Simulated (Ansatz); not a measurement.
# In2GaAs3: Tl on the In sites

All numbers below come from DFT PBEsol, scalar-relativistic, plane waves, PAW in Ansatz. Settings: 420 eV cutoff, 6×6×6 k-mesh, Gaussian smearing of 0.10 eV, no spin polarisation.

Reference structure (relaxed):

```
In Ga As
1.0
    -4.19519   -4.19519    0.00000
    -4.19519    4.19519    0.00000
     2.09759    2.09759   -8.95857
In Ga As
4 2 6
Direct
  0.16281 0.50000 0.32561
  0.66281 0.00000 0.32561
  0.83719 0.50000 0.67439
  0.33719 0.00000 0.67439
  0.50000 0.50000 0.00000
  0.00000 0.00000 0.00000
  0.00000 0.25000 0.50000
  0.50000 0.75000 0.50000
  0.17502 0.75000 0.85004
  0.67502 0.25000 0.85004
  0.82498 0.75000 0.14996
  0.32498 0.25000 0.14996
```

Tl takes some of the 4 In sites (atoms counted from 1 in the order above); cell and atoms are relaxed within the symmetry of each ordered start. The mixing energy is per mixed site over the two end members in this structure and cell, which needn't be the stable phases, so a gain doesn't show that the mixture is stable. These are small ordered cells, not random alloys.

Spin–orbit coupling is left out, which can shift energies with elements as heavy as these.

End members: In2GaAs3 at 26.28 Å³/atom and Tl2GaAs3 at 27.54 Å³/atom.

(1) Do In and Tl mix with a gain or a cost in energy here?

(2) How well does Vegard's rule hold for the volume?

## Answers

(1) With a cost in all cells computed: 3.8 meV/site at x = 0.250 (sites 3), 5.1 meV/site at x = 0.500 (sites 3 4), 5.1 meV/site at x = 0.500 (sites 1 4), 4.0 meV/site at x = 0.750 (sites 1 2 3).

(2) The excess over the straight line is -0.00 % at x = 0.250, +0.02 % at x = 0.500, -0.06 % at x = 0.500, +0.00 % at x = 0.750.

Cost: 6 runs of about 36 core-minutes in all, on Intel Xeon 6975P-C (Granite Rapids) (shared hosts).